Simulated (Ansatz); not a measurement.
The following input was run with Ansatz 0.2.0.

```yaml
crystal:
  lattice:
    - [3.9536982682, 0.0, 0.0]
    - [0.0, 3.9536982682, 0.0]
    - [0.0, 0.0, 9.1051497192]
  atoms:
    - { symbol: Cu, position: [0.0, 0.0, 0.5] }
    - { symbol: Cu, position: [0.5, 0.5, 0.5] }
    - { symbol: Bi, position: [0.0, 0.5, 0.8605673664] }
    - { symbol: Bi, position: [0.5, 0.0, 0.1394326336] }
    - { symbol: Se, position: [0.5, 0.0, 0.6724786401] }
    - { symbol: Se, position: [0.0, 0.5, 0.3275213599] }
    - { symbol: O, position: [0.5, 0.5, 0.0] }
    - { symbol: O, position: [0.0, 0.0, 0.0] }
basis:
  ecutwfc: 420
kpoints:
  mp_grid: { grid: [10, 10, 4] }
hamiltonian:
  xc: lda
scf:
  occupations: { method: gaussian, width: 0.01 }
output:
  forces: true
  stress: true
  eigenvalues: true
relax:
  adjacent_minimum: "off"
  f_tol: 0.005
  max_steps: 50
  cell: { stress_tol: 0.05 }
```

Command:
```bash
ansatz run input.yaml --threads 2 --pin off --max-ram 5120MiB --backend cpu --events-out ev --progress --plain --runs-dir out
```

Level of theory: DFT LDA, scalar-relativistic, plane waves, PAW in Ansatz 0.2.0.

Abridged output:

```
Pseudopotentials: kind: paw
Pseudopotential: Cu, paw, valence charge 19, recommended cutoff 420 eV (normal)
Pseudopotential: Bi, paw, valence charge 15, recommended cutoff 420 eV (normal)
Pseudopotential: Se, paw, valence charge 16, recommended cutoff 420 eV (normal)
Pseudopotential: O, paw, valence charge 6, recommended cutoff 420 eV (normal)
Functional definition: SPW92
Crystal: 8 atoms, lattice volume = 142.329 Å³
Basis set: ecut = 420 eV, 2775 PW (Γ)
Bands: 68, of which v1, the nominal top of the filled ones, is band 56 counted from 1 (55 counted from 0)
Symmetry: 16 space group operations
Space group: P4/nmm (ITA 129), of the structure as read, at distance tolerance 5.2e-5 Å
k-points: 63 of 400
Initial density: superposition of atomic densities (neutral atoms: chi_scale 0, normalization atom), corrected by the library's trained network
Initial wavefunctions: pseudopotential atomic-orbital guess
Functional: x = slater, c = lda
SCF iter   1: F=—  HF=-49160.377176 eV  |F-HF|=—  |Δ(HF+E_count)|=         —  Δρ=1.33e-2  dr2=1.88e-1  ethr=1.77e-3  ⟨swp⟩=6.0  Hψ=15576  notcnv=0  defer=16
SCF iter   2: F=—  HF=-49160.341960 eV  |F-HF|=—  |Δ(HF+E_count)|=   3.52e-2  Δρ=4.67e-3  dr2=3.41e-2  ethr=1.67e-4  ⟨swp⟩=2.0  Hψ=6142  notcnv=0  defer=357
SCF iter   3: F=—  HF=-49160.335068 eV  |F-HF|=—  |Δ(HF+E_count)|=   6.89e-3  Δρ=2.79e-3  dr2=8.29e-3  ethr=3.04e-5  ⟨swp⟩=2.0  Hψ=5908  notcnv=0  defer=357
SCF iter   4: F=—  HF=-49160.333181 eV  |F-HF|=—  |Δ(HF+E_count)|=   1.89e-3  Δρ=5.80e-4  dr2=6.07e-4  ethr=7.40e-6  ⟨swp⟩=2.0  Hψ=5563  notcnv=0  defer=357
SCF iter   5: F=—  HF=-49160.332990 eV  |F-HF|=—  |Δ(HF+E_count)|=   1.91e-4  Δρ=8.30e-5  dr2=1.11e-5  ethr=5.42e-7  ⟨swp⟩=2.0  Hψ=5803  notcnv=0  defer=357
SCF iter   6: F=—  HF=-49160.332979 eV  |F-HF|=—  |Δ(HF+E_count)|=   1.13e-5  Δρ=3.45e-5  dr2=2.26e-6  ethr=9.91e-9  ⟨swp⟩=2.0  Hψ=6905  notcnv=0  defer=357
SCF iter   7: F=—  HF=-49160.332978 eV  |F-HF|=—  |Δ(HF+E_count)|=   1.01e-6  Δρ=7.84e-6  dr2=1.05e-7  ethr=2.02e-9  ⟨swp⟩=2.0  Hψ=6951  notcnv=0  defer=357
SCF iter   8: F=-49160.332978 eV  HF=-49160.332978 eV  |F-HF|=1.15e-8  |Δ(HF+E_count)|=   3.28e-9  Δρ=3.56e-6  dr2=1.91e-8  ethr=8.93e-11  ⟨swp⟩=9.1  Hψ=19657  notcnv=0
SCF 1 converged in 8 iterations: F = -49160.332978 eV  dr2 = 1.91e-8
relax step   1: F+E_penalty+E_count = -49160.33297774 eV  Δ(F+E_penalty+E_count) = +0.000e0 eV  max|allowed force component| = 4.677e-1 eV/Å  Δτ_max = 0.0000 Å  P = -7.578 GPa  Ω = 142.329 Å³  (8 SCF iters, dr2 threshold 1.00e-7 eV, accepted)
Crystal: 8 atoms, lattice volume = 125.449 Å³
Basis set: ecut = 420 eV, 2429 PW (Γ)
Initial density: handed on by an earlier stage of this run
Initial wavefunctions: those handed on with the density
SCF iter   1: F=—  HF=-49160.675812 eV  |F-HF|=—  |Δ(HF+E_count)|=         —  Δρ=1.18e-2  dr2=1.06e0  ethr=9.42e-4  ⟨swp⟩=1.7  Hψ=21513  notcnv=0
SCF iter   2: F=—  HF=-49160.524114 eV  |F-HF|=—  |Δ(HF+E_count)|=   1.52e-1  Δρ=5.46e-3  dr2=2.14e-1  ethr=9.42e-4  ⟨swp⟩=2.7  Hψ=5130  notcnv=0
SCF iter   3: F=—  HF=-49160.494911 eV  |F-HF|=—  |Δ(HF+E_count)|=   2.92e-2  Δρ=3.87e-3  dr2=1.45e-2  ethr=1.91e-4  ⟨swp⟩=2.5  Hψ=5940  notcnv=0  defer=296
SCF iter   4: F=—  HF=-49160.490569 eV  |F-HF|=—  |Δ(HF+E_count)|=   4.34e-3  Δρ=1.34e-3  dr2=2.74e-3  ethr=1.29e-5  ⟨swp⟩=2.0  Hψ=7915  notcnv=0  defer=338
SCF iter   5: F=—  HF=-49160.489915 eV  |F-HF|=—  |Δ(HF+E_count)|=   6.54e-4  Δρ=2.36e-4  dr2=1.29e-4  ethr=2.44e-6  ⟨swp⟩=2.0  Hψ=5678  notcnv=0  defer=338
SCF iter   6: F=—  HF=-49160.489903 eV  |F-HF|=—  |Δ(HF+E_count)|=   1.22e-5  Δρ=5.64e-5  dr2=3.41e-6  ethr=1.15e-7  ⟨swp⟩=2.0  Hψ=5317  notcnv=0  defer=338
SCF iter   7: F=-49160.489903 eV  HF=-49160.489903 eV  |F-HF|=5.39e-7  |Δ(HF+E_count)|=   2.87e-7  Δρ=1.66e-5  dr2=3.20e-7  ethr=7.14e-10  ⟨swp⟩=10.2  Hψ=22786  notcnv=0
SCF 2 converged in 7 iterations: F = -49160.489903 eV  dr2 = 3.20e-7
relax step   2: F+E_penalty+E_count = -49160.48990255 eV  Δ(F+E_penalty+E_count) = -1.569e-1 eV  max|allowed force component| = 7.126e-1 eV/Å  Δτ_max = 0.0922 Å  P = +4.198 GPa  Ω = 125.449 Å³  energy of the carried Pulay correction = +3.099e-2 eV  (7 SCF iters, dr2 threshold 8.00e-7 eV, accepted)
Crystal: 8 atoms, lattice volume = 132.703 Å³
Basis set: ecut = 420 eV, 2605 PW (Γ)
SCF iter   1: F=—  HF=-49160.652052 eV  |F-HF|=—  |Δ(HF+E_count)|=         —  Δρ=6.81e-3  dr2=2.62e-1  ethr=2.33e-4  ⟨swp⟩=2.0  Hψ=19400  notcnv=0
SCF iter   2: F=—  HF=-49160.615405 eV  |F-HF|=—  |Δ(HF+E_count)|=   3.66e-2  Δρ=3.18e-3  dr2=4.73e-2  ethr=2.33e-4  ⟨swp⟩=2.3  Hψ=5145  notcnv=0  defer=2
SCF iter   3: F=—  HF=-49160.609426 eV  |F-HF|=—  |Δ(HF+E_count)|=   5.98e-3  Δρ=1.20e-3  dr2=1.68e-3  ethr=4.23e-5  ⟨swp⟩=3.4  Hψ=7116  notcnv=0  defer=36
SCF iter   4: F=—  HF=-49160.609053 eV  |F-HF|=—  |Δ(HF+E_count)|=   3.74e-4  Δρ=6.09e-4  dr2=5.16e-4  ethr=1.50e-6  ⟨swp⟩=2.0  Hψ=8688  notcnv=0  defer=347
SCF iter   5: F=—  HF=-49160.608976 eV  |F-HF|=—  |Δ(HF+E_count)|=   7.65e-5  Δρ=1.31e-4  dr2=3.87e-5  ethr=4.60e-7  ⟨swp⟩=2.0  Hψ=5003  notcnv=0  defer=347
SCF iter   6: F=—  HF=-49160.608969 eV  |F-HF|=—  |Δ(HF+E_count)|=   7.37e-6  Δρ=2.93e-5  dr2=2.17e-6  ethr=3.45e-8  ⟨swp⟩=2.3  Hψ=5553  notcnv=0  defer=347
SCF iter   7: F=-49160.608969 eV  HF=-49160.608969 eV  |F-HF|=2.19e-7  |Δ(HF+E_count)|=   8.86e-8  Δρ=7.14e-6  dr2=1.08e-7  ethr=7.14e-10  ⟨swp⟩=7.7  Hψ=19307  notcnv=0
SCF 3 converged in 7 iterations: F = -49160.608969 eV  dr2 = 1.08e-7
relax step   3: F+E_penalty+E_count = -49160.60896867 eV  Δ(F+E_penalty+E_count) = -1.191e-1 eV  max|allowed force component| = 1.009e-1 eV/Å  Δτ_max = 0.0897 Å  P = -0.781 GPa  Ω = 132.703 Å³  energy of the carried Pulay correction = +1.721e-2 eV  (7 SCF iters, dr2 threshold 8.00e-7 eV, accepted)
Crystal: 8 atoms, lattice volume = 131.808 Å³
SCF iter   1: F=—  HF=-49160.615799 eV  |F-HF|=—  |Δ(HF+E_count)|=         —  Δρ=9.24e-4  dr2=2.96e-3  ethr=2.68e-6  ⟨swp⟩=3.0  Hψ=18860  notcnv=0
SCF iter   2: F=—  HF=-49160.615380 eV  |F-HF|=—  |Δ(HF+E_count)|=   4.19e-4  Δρ=3.94e-4  dr2=5.11e-4  ethr=2.64e-6  ⟨swp⟩=2.0  Hψ=5034  notcnv=0
SCF iter   3: F=—  HF=-49160.615321 eV  |F-HF|=—  |Δ(HF+E_count)|=   5.85e-5  Δρ=2.26e-4  dr2=4.29e-5  ethr=4.56e-7  ⟨swp⟩=2.0  Hψ=5308  notcnv=0
SCF iter   4: F=—  HF=-49160.615309 eV  |F-HF|=—  |Δ(HF+E_count)|=   1.26e-5  Δρ=5.52e-5  dr2=3.61e-6  ethr=3.83e-8  ⟨swp⟩=2.0  Hψ=7765  notcnv=0
SCF iter   5: F=-49160.615309 eV  HF=-49160.615309 eV  |F-HF|=1.33e-7  |Δ(HF+E_count)|=   4.15e-8  Δρ=1.38e-5  dr2=2.39e-7  ethr=3.22e-9  ⟨swp⟩=2.3  Hψ=5659  notcnv=0
SCF iter   6: F=-49160.615309 eV  HF=-49160.615309 eV  |F-HF|=1.78e-9  |Δ(HF+E_count)|=   3.86e-8  Δρ=2.09e-6  dr2=5.11e-9  ethr=2.13e-10  ⟨swp⟩=2.2  Hψ=13755  notcnv=0
SCF 4 converged in 6 iterations: F = -49160.615309 eV  dr2 = 5.11e-9
relax step   4: F+E_penalty+E_count = -49160.61530867 eV  Δ(F+E_penalty+E_count) = -6.340e-3 eV  max|allowed force component| = 7.373e-2 eV/Å  Δτ_max = 0.0103 Å  P = -0.285 GPa  Ω = 131.808 Å³  energy of the carried Pulay correction = +1.887e-2 eV  (6 SCF iters, dr2 threshold 8.00e-7 eV, accepted)
Crystal: 8 atoms, lattice volume = 131.377 Å³
SCF iter   1: F=—  HF=-49160.617623 eV  |F-HF|=—  |Δ(HF+E_count)|=         —  Δρ=6.51e-4  dr2=1.47e-3  ethr=1.29e-6  ⟨swp⟩=3.0  Hψ=18014  notcnv=0
SCF iter   2: F=—  HF=-49160.617410 eV  |F-HF|=—  |Δ(HF+E_count)|=   2.14e-4  Δρ=3.14e-4  dr2=3.96e-4  ethr=1.29e-6  ⟨swp⟩=1.5  Hψ=4491  notcnv=0
SCF iter   3: F=—  HF=-49160.617344 eV  |F-HF|=—  |Δ(HF+E_count)|=   6.50e-5  Δρ=2.64e-4  dr2=6.58e-5  ethr=3.54e-7  ⟨swp⟩=2.0  Hψ=5842  notcnv=0
SCF iter   4: F=—  HF=-49160.617323 eV  |F-HF|=—  |Δ(HF+E_count)|=   2.17e-5  Δρ=4.59e-5  dr2=4.10e-6  ethr=5.87e-8  ⟨swp⟩=2.0  Hψ=7812  notcnv=0
SCF iter   5: F=-49160.617322 eV  HF=-49160.617322 eV  |F-HF|=5.32e-7  |Δ(HF+E_count)|=   6.95e-7  Δρ=2.13e-5  dr2=4.19e-7  ethr=3.66e-9  ⟨swp⟩=2.0  Hψ=5693  notcnv=0
SCF iter   6: F=-49160.617322 eV  HF=-49160.617322 eV  |F-HF|=3.22e-8  |Δ(HF+E_count)|=   1.37e-7  Δρ=4.57e-6  dr2=2.42e-8  ethr=3.74e-10  ⟨swp⟩=2.1  Hψ=14171  notcnv=0
SCF 5 converged in 6 iterations: F = -49160.617322 eV  dr2 = 2.42e-8
relax step   5: F+E_penalty+E_count = -49160.61732187 eV  Δ(F+E_penalty+E_count) = -2.013e-3 eV  max|allowed force component| = 7.139e-2 eV/Å  Δτ_max = 0.0088 Å  P = +0.206 GPa  Ω = 131.377 Å³  energy of the carried Pulay correction = +1.967e-2 eV  (6 SCF iters, dr2 threshold 8.00e-7 eV, accepted)
Crystal: 8 atoms, lattice volume = 131.407 Å³
SCF iter   1: F=—  HF=-49160.617767 eV  |F-HF|=—  |Δ(HF+E_count)|=         —  Δρ=3.21e-4  dr2=1.56e-4  ethr=1.53e-7  ⟨swp⟩=3.0  Hψ=19520  notcnv=0
SCF iter   2: F=—  HF=-49160.617733 eV  |F-HF|=—  |Δ(HF+E_count)|=   3.44e-5  Δρ=1.65e-4  dr2=5.43e-5  ethr=1.39e-7  ⟨swp⟩=1.5  Hψ=4636  notcnv=0
SCF iter   3: F=—  HF=-49160.617721 eV  |F-HF|=—  |Δ(HF+E_count)|=   1.16e-5  Δρ=1.06e-4  dr2=1.04e-5  ethr=4.85e-8  ⟨swp⟩=2.1  Hψ=5858  notcnv=0
SCF iter   4: F=—  HF=-49160.617718 eV  |F-HF|=—  |Δ(HF+E_count)|=   3.39e-6  Δρ=2.54e-5  dr2=7.92e-7  ethr=9.32e-9  ⟨swp⟩=2.0  Hψ=7762  notcnv=0
SCF iter   5: F=-49160.617717 eV  HF=-49160.617717 eV  |F-HF|=1.89e-8  |Δ(HF+E_count)|=   1.02e-7  Δρ=4.94e-6  dr2=3.09e-8  ethr=7.07e-10  ⟨swp⟩=1.5  Hψ=5260  notcnv=0
SCF iter   6: F=-49160.617717 eV  HF=-49160.617717 eV  |F-HF|=1.35e-9  |Δ(HF+E_count)|=   4.34e-9  Δρ=1.05e-6  dr2=1.49e-9  ethr=2.76e-11  ⟨swp⟩=2.0  Hψ=13946  notcnv=0
SCF 6 converged in 6 iterations: F = -49160.617717 eV  dr2 = 1.49e-9
relax step   6: F+E_penalty+E_count = -49160.61771744 eV  Δ(F+E_penalty+E_count) = -3.956e-4 eV  max|allowed force component| = 4.729e-3 eV/Å  Δτ_max = 0.0044 Å  P = -0.002 GPa  Ω = 131.407 Å³  energy of the carried Pulay correction = +1.962e-2 eV  (6 SCF iters, dr2 threshold 3.19e-7 eV, accepted)
Initial wavefunctions: pseudopotential atomic-orbital guess (no wavefunctions were taken with the density)
SCF iter   1: F=—  HF=-49160.603119 eV  |F-HF|=—  |Δ(HF+E_count)|=         —  Δρ=3.80e-4  dr2=2.91e-5  ethr=9.55e-8  ⟨swp⟩=4.0  Hψ=28899  notcnv=0
SCF iter   2: F=—  HF=-49160.603116 eV  |F-HF|=—  |Δ(HF+E_count)|=   2.96e-6  Δρ=1.82e-4  dr2=5.91e-6  ethr=2.60e-8  ⟨swp⟩=2.0  Hψ=5520  notcnv=0
SCF iter   3: F=—  HF=-49160.603108 eV  |F-HF|=—  |Δ(HF+E_count)|=   7.82e-6  Δρ=4.64e-5  dr2=8.22e-7  ethr=5.28e-9  ⟨swp⟩=2.0  Hψ=6048  notcnv=0
SCF iter   4: F=—  HF=-49160.603108 eV  |F-HF|=—  |Δ(HF+E_count)|=   1.80e-7  Δρ=1.54e-5  dr2=1.50e-7  ethr=7.34e-10  ⟨swp⟩=2.0  Hψ=7812  notcnv=0
SCF iter   5: F=—  HF=-49160.603108 eV  |F-HF|=—  |Δ(HF+E_count)|=   1.96e-8  Δρ=3.33e-6  dr2=6.67e-9  ethr=1.34e-10  ⟨swp⟩=2.0  Hψ=5169  notcnv=0
SCF iter   6: F=—  HF=-49160.603108 eV  |F-HF|=—  |Δ(HF+E_count)|=   2.38e-9  Δρ=6.43e-7  dr2=2.10e-10  ethr=5.96e-12  ⟨swp⟩=2.0  Hψ=7308  notcnv=0
SCF iter   7: F=-49160.603108 eV  HF=-49160.603108 eV  |F-HF|=4.37e-11  |Δ(HF+E_count)|=  2.18e-11  Δρ=1.73e-7  dr2=2.34e-11  ethr=1.00e-12  ⟨swp⟩=5.0  Hψ=16994  notcnv=0
SCF 7 converged in 7 iterations: F = -49160.603108 eV  dr2 = 2.34e-11
Crystal: 8 atoms, lattice volume = 131.219 Å³
SCF iter   1: F=—  HF=-49160.603574 eV  |F-HF|=—  |Δ(HF+E_count)|=         —  Δρ=1.39e-4  dr2=1.59e-4  ethr=1.42e-7  ⟨swp⟩=2.9  Hψ=16206  notcnv=0
SCF iter   2: F=—  HF=-49160.603562 eV  |F-HF|=—  |Δ(HF+E_count)|=   1.18e-5  Δρ=6.60e-5  dr2=3.26e-5  ethr=1.42e-7  ⟨swp⟩=1.0  Hψ=4286  notcnv=0
SCF iter   3: F=—  HF=-49160.603553 eV  |F-HF|=—  |Δ(HF+E_count)|=   8.89e-6  Δρ=4.56e-5  dr2=2.34e-6  ethr=2.91e-8  ⟨swp⟩=2.0  Hψ=4840  notcnv=0
SCF iter   4: F=—  HF=-49160.603553 eV  |F-HF|=—  |Δ(HF+E_count)|=   6.70e-7  Δρ=1.38e-5  dr2=3.70e-7  ethr=2.09e-9  ⟨swp⟩=2.0  Hψ=7712  notcnv=0
SCF iter   5: F=-49160.603553 eV  HF=-49160.603553 eV  |F-HF|=6.33e-9  |Δ(HF+E_count)|=   7.95e-8  Δρ=2.87e-6  dr2=1.23e-8  ethr=3.31e-10  ⟨swp⟩=2.1  Hψ=5647  notcnv=0
SCF iter   6: F=-49160.603553 eV  HF=-49160.603553 eV  |F-HF|=1.60e-10  |Δ(HF+E_count)|=   3.11e-9  Δρ=6.62e-7  dr2=5.27e-10  ethr=1.10e-11  ⟨swp⟩=2.7  Hψ=14425  notcnv=0
the search or the solves at the SCF's close seem to have found levels that the self-consistency loop had missed (the run counts 1). By its estimate they hold under 1e-12 electrons; where the run keeps them, the occupations were computed again with them
SCF 8 converged in 6 iterations: F = -49160.603553 eV  dr2 = 5.27e-10
relax step   8: F+E_penalty+E_count = -49160.60355263 eV  Δ(F+E_penalty+E_count) = -4.448e-4 eV  max|allowed force component| = 6.580e-4 eV/Å  Δτ_max = 0.0009 Å  P = -0.001 GPa  Ω = 131.219 Å³  energy of the carried Pulay correction = +3.633e-4 eV  (6 SCF iters, dr2 threshold 5.44e-8 eV, accepted)
SCF iter   1: F=—  HF=-49160.603185 eV  |F-HF|=—  |Δ(HF+E_count)|=         —  Δρ=9.58e-6  dr2=2.46e-8  ethr=6.08e-8  ⟨swp⟩=4.0  Hψ=29738  notcnv=0
SCF iter   2: F=—  HF=-49160.603181 eV  |F-HF|=—  |Δ(HF+E_count)|=   3.93e-6  Δρ=4.34e-6  dr2=3.51e-9  ethr=2.19e-11  ⟨swp⟩=3.2  Hψ=10411  notcnv=0
SCF iter   3: F=—  HF=-49160.603181 eV  |F-HF|=—  |Δ(HF+E_count)|=  8.73e-10  Δρ=1.23e-6  dr2=3.91e-10  ethr=3.14e-12  ⟨swp⟩=2.0  Hψ=5893  notcnv=0
SCF iter   4: F=—  HF=-49160.603181 eV  |F-HF|=—  |Δ(HF+E_count)|=  7.28e-11  Δρ=4.80e-7  dr2=1.69e-10  ethr=1.00e-12  ⟨swp⟩=2.0  Hψ=6665  notcnv=0
SCF iter   5: F=-49160.603181 eV  HF=-49160.603181 eV  |F-HF|=7.28e-12  |Δ(HF+E_count)|=  2.91e-11  Δρ=5.31e-8  dr2=4.55e-12  ethr=1.00e-12  ⟨swp⟩=2.0  Hψ=4628  notcnv=0
SCF iter   6: F=-49160.603181 eV  HF=-49160.603181 eV  |F-HF|=0.00e0  |Δ(HF+E_count)|=    0.00e0  Δρ=2.16e-8  dr2=1.00e-12  ethr=1.00e-12  ⟨swp⟩=3.0  Hψ=14534  notcnv=0
SCF 9 converged in 6 iterations: F = -49160.603181 eV  dr2 = 1.00e-12
SCF converged after 6 iterations
Free energy (F): -49160.603181 eV
Harris-Foulkes:  -49160.603181 eV  (|F-HF|=0.00e0)
Internal energy: -49160.603181 eV  (E = F + TS)
E sigma→0 (E₀):  -49160.603181 eV
Fermi energy:    13.097517 eV
--- Per-component energies (eV) ---
  E_band       = -1568.972147
  E_kinetic    = 1798.938077
  E_local      = -19576.538260  (includes V_loc(G=0)·N_el)
  E_nonlocal   = 863.875700
  E_hartree    = 8705.279029
  E_xc         = -835.136488
  E_vxc        = -908.500175  (∫ρ·V_xc dr)
  E_paw        = -27855.311425  (= ΣΔE_a)
  E_vpaw       = -1157.308865  (= ΣTr[D̂ρ^β])
  E_aug_tail   = 0.003371  (compensation charges beyond the density's cutoff)
  E_ewald      = -12267.231302
  E_core_change = 5.518118  (= ΣΔE_core)
  E_smearing   =  0.000000  (= −TS)
--- Forces (eV/Å), atoms counted from 1 ---
  atom   1  Cu     0.00000000     0.00000000     0.00000000
  atom   2  Cu     0.00000000     0.00000000     0.00000000
  atom   3  Bi     0.00000000     0.00000000     0.00000834
  atom   4  Bi     0.00000000     0.00000000    -0.00000834
  atom   5  Se     0.00000000     0.00000000     0.00066263
  atom   6  Se     0.00000000     0.00000000    -0.00066263
  atom   7  O      0.00000000     0.00000000     0.00000000
  atom   8  O      0.00000000     0.00000000     0.00000000
--- Stress (GPa, compression-positive) ---
       -0.002849       0.000000       0.000000
        0.000000      -0.002849       0.000000
        0.000000       0.000000      -0.002950
  P = ⅓ Tr σ = -0.0029 GPa (-0.029 kbar)
--- Band table (eV; the first three rows and the last of 63) ---
  k-point 0: bands = ["-98.2603", "-98.2566", "-56.1244", "-56.1244", "-56.0992", "-56.0992", "-56.0799", "-56.0751", "-34.9169", "-34.9169", "-34.9168", "-34.9168", "-34.9145", "-34.9145", "-34.9083", "-34.9081", "-34.9056", "-34.9055", "-10.8050", "-10.5769", "-10.5759", "-10.5759", "-10.5528", "-10.5152", "-10.5056", "-10.4956", "-10.4956", "-10.4759", "-7.4547", "-4.6312", "-1.3949", "-1.1753", "1.7457", "3.8265", "6.3481", "6.3481", "7.8088", "8.4946", "8.7574", "8.7574", "9.1629", "9.5179", "9.5179", "9.6675", "9.6675", "9.6932", "10.1310", "10.7096", "10.7133", "11.1666", "11.3659", "11.3659", "11.5747", "12.0816", "12.4902", "12.4902", "13.4089", "13.9599", "16.2926", "16.2926", "16. ...
  k-point 1: bands = ["-98.2603", "-98.2565", "-56.1244", "-56.1244", "-56.0992", "-56.0992", "-56.0799", "-56.0751", "-34.9169", "-34.9169", "-34.9168", "-34.9168", "-34.9145", "-34.9145", "-34.9083", "-34.9081", "-34.9056", "-34.9055", "-10.8050", "-10.5769", "-10.5758", "-10.5758", "-10.5528", "-10.5152", "-10.5056", "-10.4956", "-10.4956", "-10.4759", "-7.4544", "-4.6312", "-1.5683", "-0.9424", "1.6187", "3.9102", "6.3463", "6.3463", "7.6642", "8.7017", "8.8230", "8.8230", "9.1610", "9.4103", "9.4103", "9.6842", "9.6842", "9.6932", "10.0563", "10.7145", "10.7929", "11.1666", "11.3144", "11.3144", "11.5747", "12.0521", "12.6796", "12.6796", "13.4565", "13.6357", "15.7619", "15.7619", "16. ...
  k-point 2: bands = ["-98.2603", "-98.2565", "-56.1244", "-56.1244", "-56.0992", "-56.0992", "-56.0799", "-56.0751", "-34.9169", "-34.9169", "-34.9168", "-34.9168", "-34.9145", "-34.9145", "-34.9083", "-34.9081", "-34.9056", "-34.9055", "-10.8050", "-10.5769", "-10.5758", "-10.5758", "-10.5529", "-10.5151", "-10.5056", "-10.4956", "-10.4956", "-10.4759", "-7.4541", "-4.6312", "-1.6602", "-0.7849", "1.4915", "3.9885", "6.3445", "6.3445", "7.5563", "8.8890", "8.9174", "8.9174", "9.1592", "9.2830", "9.2830", "9.6923", "9.6923", "9.6932", "9.9707", "10.7194", "10.8515", "11.1666", "11.2743", "11.2743", "11.5747", "12.0884", "12.8771", "12.8771", "13.2667", "13.5271", "15.3956", "15.3956", "16.4 ...
  k-point 62: bands = ["-98.2584", "-98.2584", "-56.1269", "-56.1269", "-56.0971", "-56.0971", "-56.0775", "-56.0775", "-34.9171", "-34.9171", "-34.9168", "-34.9168", "-34.9142", "-34.9142", "-34.9074", "-34.9074", "-34.9058", "-34.9058", "-10.7923", "-10.7923", "-10.5456", "-10.5456", "-10.4956", "-10.4956", "-10.4864", "-10.4864", "-10.4852", "-10.4852", "-5.5179", "-5.5179", "-0.1025", "-0.1025", "0.9782", "0.9782", "6.1186", "6.1186", "7.6681", "7.6681", "7.8643", "7.8643", "8.3003", "8.3003", "9.3338", "9.3338", "10.1179", "10.1179", "10.2286", "10.2286", "10.5302", "10.5302", "10.7265", "10.7265", "10.9471", "10.9471", "11.7779", "11.7779", "14.7095", "14.7095", "15.4992", "15.4992", " ...
--- Relaxed structure (7 steps of the walk, 7 accepted, 2 SCFs on fresh bases) ---
  F+E_penalty+E_count = -49160.60318058 eV   max|allowed force component| = 6.626e-4 eV/Å   (the final SCF, on the basis selected at the relaxed cell)
  cell:  # Å, volume = 131.2189 Å³
    - [3.85794708, 0.0, 0.0]
    - [0.0, 3.85794708, 0.0]
    - [0.0, 0.0, 8.81624949]
  atoms:
    - { symbol: Cu, position: [0.0, 0.0, 0.49999999] }
    - { symbol: Cu, position: [0.5, 0.5, 0.49999999] }
    - { symbol: Bi, position: [0.0, 0.5, 0.85757618] }
    - { symbol: Bi, position: [0.5, 0.0, 0.14242381] }
    - { symbol: Se, position: [0.5, 0.0, 0.67216066] }
    - { symbol: Se, position: [0.0, 0.5, 0.32783933] }
    - { symbol: O, position: [0.5, 0.5, 0.0] }
    - { symbol: O, position: [0.0, 0.0, 0.0] }
```

The relaxation met its thresholds.

It took 52 s on 2 threads of AMD EPYC 9B45 (Zen 5), on a shared host, peak memory 0.83 GiB.

Spin–orbit coupling is left out, which can shift energies with elements as heavy as these.